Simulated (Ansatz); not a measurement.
GaN (zinc blende, F-43m), a = b = c = 4.4554 Å, α = β = γ = 90.00°; the cell used has 2 atoms.

Relaxed with LDA.

Decompose the optical modes at the zone centre into irreducible representations, and say which are infrared and Raman allowed.

Point group -43m: Γ_opt = T2. Infrared: T2. Raman: T2.

Assign frequencies (DFPT, DFT-LDA in the program Ansatz with PAW potentials; without the LO–TO term).

T2 553 cm⁻¹.

The LDA relaxation kept the symmetry of its start; phonons on a q-mesh show no instability.

Potentials: the later of the program's two PAW sets.
